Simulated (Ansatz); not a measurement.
This Sn₂PdS₄ structure is the end of a relaxation. The cell was found from a structure generator's guess, not taken from experiment.

Method: DFT PBE, scalar-relativistic, plane waves, PAW in Ansatz 0.2.0. Cutoff 420 eV, Γ-centred mesh, Gaussian smearing, no spin polarisation.

```
CELL_PARAMETERS angstrom
-2.37170 2.37170 6.86182
2.37170 -2.37170 6.86182
2.37170 2.37170 -6.86182
ATOMIC_POSITIONS crystal
Sn 0.36567 0.36567 0.00000
Sn 0.63433 0.63433 0.00000
Pd 0.00000 0.00000 0.00000
S 0.82236 0.82236 0.00000
S 0.00000 0.50000 0.50000
S 0.50000 0.00000 0.50000
S 0.17764 0.17764 0.00000
```

Formation energies are uncorrected and refer to the elements' standard structures at the same level. The references include grey tin.

Question: Find its symmetry and describe it.

Answer: I4/mmm (No. 139). Conventional cell: a = 4.743 Å, c = 13.724 Å. Sn is surrounded by 1 S at 2.58 Å and 4 S at 3.00 Å; around Pd lie 6 S at 2.37–2.44 Å; S on a site of symmetry 4mm has 1 Pd at 2.44 Å and 1 Sn at 2.58 Å; S on a site of symmetry mmm is surrounded by 2 Pd at 2.37 Å.

Question: What is its formation energy per atom?

Answer: −0.07 eV/atom. A negative formation energy is needed for stability but isn't enough: competing phases decide.

Question: Is it a metal?

Answer: Yes, bands cross the Fermi level on the 12×12×12 mesh.

Question: From what recipe could a structure generator have reached it?

Answer: One such recipe: perovskite family, Ruddlesden-Popper layers, n = 1 (I4/mmm, No. 139). Other recipes can lead to the same cell.

The last run used a 12×12×12 mesh for its 7-atom cell and Gaussian smearing of 0.10 eV. The reference form of S is held partly by dispersion forces, which this level lacks. Symmetry constrained the relaxation, so the result can be a saddle point.
